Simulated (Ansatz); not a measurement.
An element in the fcc structure gives these cold pressures by all-electron LAPW under LDA (Ansatz 0.2.0, scalar-relativistic, no spin polarisation).

```
V (Å³/atom)  P (GPa)
      95.96     0.01
      91.16     0.15
      81.56     0.50
      71.97     1.01
      62.37     1.77
      52.78     2.95
      43.18     4.57
      38.38     5.44
```

Question: Which element is it?

Answer: Cs. Its zero-pressure volume in this structure is near 96.0 Å³/atom; the volume and the steepness of P(V) together point to it, though neighbours can come close. Other candidates weren't computed, and some may come near.
